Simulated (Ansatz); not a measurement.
## ⁶⁷Zn nuclear quadrupole resonance in Na4ZnGaP3O12

Cell: a Materials Project structure (computed, not necessarily an observed phase), atoms as given.

Space group R3c:H (No. 161); a = 8.9875, c = 21.5469 Å, γ = 120.00°.

| site | Wyckoff | site symmetry | x | y | z |
| --- | --- | --- | --- | --- | --- |
| Na1 | 18b | 1 | 0.3049 | 0.3423 | 0.5806 |
| Na7 | 6a | 3. | 0.0000 | 0.0000 | 0.4969 |
| Zn | 6a | 3. | 0.0000 | 0.0000 | 0.3466 |
| Ga | 6a | 3. | 0.0000 | 0.0000 | 0.6504 |
| P | 18b | 1 | 0.9598 | 0.3260 | 0.5846 |
| O19 | 18b | 1 | 0.2136 | 0.0171 | 0.3106 |
| O25 | 18b | 1 | 0.7892 | 0.9672 | 0.6929 |
| O31 | 18b | 1 | 0.0081 | 0.8169 | 0.4133 |
| O37 | 18b | 1 | 0.9715 | 0.1569 | 0.5867 |

One atom of each set is listed; the run and its k-mesh use a cell of 42 atoms with edges of 8.86, 8.86, 8.86 Å.

Method: Kohn–Sham DFT in Ansatz, PBE, plane waves and PAW, scalar-relativistic, 420 eV cutoff, Γ-centred 3×3×3 k-points, Fermi–Dirac smearing 0.02 eV.

⁶⁷Zn: I = 5/2, Q = 122.0 mb (year-2017 value). Static lattice, zero field.

Problem. The simulated lines lie at 1.85, 3.71 MHz. What are |C_Q|, η and |V_zz| at Zn?

Solution. For I = 5/2 and η = 0 the lines are 3|C_Q|/20 and twice that; η pulls their ratio below 2. Here |C_Q| = 12.4 MHz, η = 0.00 and |V_zz| = 4.19 × 10²¹ V/m². The calculation gives V_zz positive; the lines don't show the sign. The site has 6 O at 2.00–2.21 Å.

An axis of threefold or higher order runs through Zn, so V_zz lies along it and η is zero.
